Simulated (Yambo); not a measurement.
TlBr (rock salt, space group Fm-3m, No. 225): the exchange self-energy on LDA orbitals (Yambo, 4×4×4 mesh) holds the Coulomb divergence, which is integrated with random points (RandQpts).

```csv
random points,exchange-only gap L → L (eV),shift of the valence edge (eV),gap against the reference (meV)
"1,000",7.62,-2.45,72
"10,000",7.46,-2.23,-87
"100,000",7.56,-2.39,15
"1,000,000",7.56,-2.39,11
"5,000,000",7.55,-2.37,reference
```

From 100,000 points on, the gap stays within 20 meV of the run with most points. The error is statistical; each row is a single draw, so the rows fix no rate of convergence.

Spin-orbit coupling is not included.

Geometry of the Materials Project entry, not relaxed at this level; primitive cell a = b = c = 4.726 Å, α = β = γ = 60.00°.

This is not the ordinary phase of the substance; no match was found in the copy of COD used, and its stability was not checked.

A shift is the quasiparticle energy of the state minus its LDA energy.
